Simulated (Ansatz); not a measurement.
**Fields on a plane of HgTe (zinc blende)**

```xyz
2
Lattice="0.0000 3.3253 3.3253 3.3253 0.0000 3.3253 3.3253 3.3253 0.0000" Properties=species:S:1:pos:R:3 pbc="T T T"
Te     4.9880     4.9880     4.9880
Hg     0.0000     0.0000     0.0000
```

The slice is a {100} plane (indices of the conventional cell) through the point (0.750, 0.750, 0.750) (fractional), spanned by u = [100] and v = [0 1 -1] in vectors of this cell: u (4.70 Å) and v (4.70 Å, at 90° to u). It covers one period; positions are fractions (u, v).

Atoms on it: Te at (0.00, 0.00).

Level of theory: PBE (plane waves to 420 eV, PAW, scalar-relativistic; Ansatz, a program for electronic structure). k mesh 12×12×12. These are valence fields of a PAW run, semicore shells included where kept as valence: close to a nucleus they are smooth pseudo fields. At this level the bands of HgTe touch or barely overlap. HgTe was relaxed with its symmetry unable to fall. Spin-orbit coupling is left out, though Hg and Te are heavy. The relaxed volume of HgTe is well above the measured one; the method has no dispersion term.

```
|xxxxxx00367888888876300xxxxx|
|xxxxxx00467888888876400xxxxx|
|xxxxxx01577888888877510xxxxx|
|xxxxx0036788888888876300xxxx|
|xxxx002578889999988875200xxx|
|0000025688999999999886520000|
|0001356789999999999987653100|
|3345678899999999999998876543|
|6667788999999999999999887766|
|7778889999999999999999988877|
|7888889999999999999999988888|
|8888899999999999999999998888|
|8888899999999999999999998888|
|8888899999999999999999998888|
|8888899999999999999999998888|
|8888899999999999999999998888|
|7888889999999999999999988888|
|7778889999999999999999988877|
|6667788999999999999999887766|
|3345678899999999999998876543|
|0001356789999999999987653100|
|0000025688999999999886520000|
|xxxx002578889999988875200xxx|
|xxxxx0036788888888876300xxxx|
|xxxxxx01577888888877510xxxxx|
|xxxxxx00467888888876400xxxxx|
|xxxxxx00367888888876300xxxxx|
|xxxxxx00367788888776300xxxxx|
```
Scale: ten equal steps from -3.00 (start of '0') to 5.26 (end of '9'), in the order '0123456789'. Values: electrostatic potential energy of an electron, from the cell's mean, in eV. The map has 28 points along u (one character each, u = 0 at the left) and 28 along v (v = 0 in the bottom row). Points within 1 Å of a nucleus are blanked (x), as the pseudised field means little there. Values under -3 eV are set to -3. The zero, the cell's mean, hangs on the PAW cores.

```tsv
v \ u	0.00	0.14	0.29	0.43	0.57	0.71	0.86
0.93	1.1	0.2	-0.7	-1.1	-1.1	-0.7	0.2
0.86	0.4	-0.2	-0.8	-1.3	-1.3	-0.8	-0.2
0.79	-0.2	-0.5	-1.0	-1.5	-1.5	-1.0	-0.5
0.71	-0.6	-0.8	-1.3	-1.7	-1.7	-1.3	-0.8
0.64	-0.9	-1.1	-1.5	-1.9	-1.9	-1.5	-1.1
0.57	-1.1	-1.3	-1.7	-2.1	-2.1	-1.7	-1.3
0.50	-1.1	-1.3	-1.8	-2.2	-2.2	-1.8	-1.3
0.43	-1.1	-1.3	-1.7	-2.1	-2.1	-1.7	-1.3
0.36	-0.9	-1.1	-1.5	-1.9	-1.9	-1.5	-1.1
0.29	-0.6	-0.8	-1.3	-1.7	-1.7	-1.3	-0.8
0.21	-0.2	-0.5	-1.0	-1.5	-1.5	-1.0	-0.5
0.14	0.4	-0.2	-0.8	-1.3	-1.3	-0.8	-0.2
0.07	1.1	0.2	-0.7	-1.1	-1.1	-0.7	0.2
0.00	1.2	0.4	-0.6	-1.1	-1.1	-0.6	0.4
```

Values: log₁₀ of the valence density in e/Å³. The scale is logarithmic, as a density can span decades between atoms and voids.
